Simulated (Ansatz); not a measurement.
BaNbNO₂:
```xyz
5
Lattice="4.1169 0.0000 0.0000 0.0000 4.1169 0.0000 0.0000 0.0000 4.0986" Properties=species:S:1:pos:R:3 pbc="T T T"
Ba     0.0000     0.0000     0.0000
Nb     2.0584     2.0584     2.0493
N      2.0584     2.0584     0.0000
O      0.0000     2.0584     2.0493
O      2.0584     0.0000     2.0493
```

Relaxed with r²SCAN. Special points in fractions of this cell's reciprocal vectors: Γ (0.000, 0.000, 0.000); X (0.000, 0.500, 0.000); M (0.500, 0.500, 0.000); Z (0.000, 0.000, 0.500); R (0.000, 0.500, 0.500); A (0.500, 0.500, 0.500).

Q: List the band energies nearest the valence-band maximum at these points for DFT-r²SCAN with spin–orbit coupling in the program Ansatz with PAW potentials.

A: In eV from the valence-band maximum; about four levels below and three above (degenerate sets whole), none deeper than 8.9 eV; points with the same levels are listed once.

```
k                    below                above
-  -----------------------  -------------------
Γ    -0.37 -0.37 0.00 0.00  0.22 0.22 0.34 0.34
X  -1.20 -1.20 -0.20 -0.20  0.57 0.57 2.60 2.60
M  -0.53 -0.53 -0.42 -0.42  2.76 2.76 2.83 2.83
Z  -2.50 -2.50 -2.38 -2.38  0.42 0.42 3.80 3.80
R  -2.89 -2.89 -0.61 -0.61  2.66 2.66 4.04 4.04
A  -0.45 -0.45 -0.44 -0.44  3.77 3.77 4.68 4.68
```

Space group P4/mmm. The workflow started from a Materials Project entry (that database holds measured and hypothetical structures alike); the Crystallography Open Database copy checked does not list it. With N and O taken as one species the cell has the higher symmetry Pm-3m, so it may be an ordered model of a mixed-site phase. Its standing as an ambient phase is unchecked. The r²SCAN relaxation kept the symmetry of its start. At this level the phase is dynamically unstable (imaginary phonons). The run is not spin-polarised.

Potentials: the later of the program's two PAW sets.
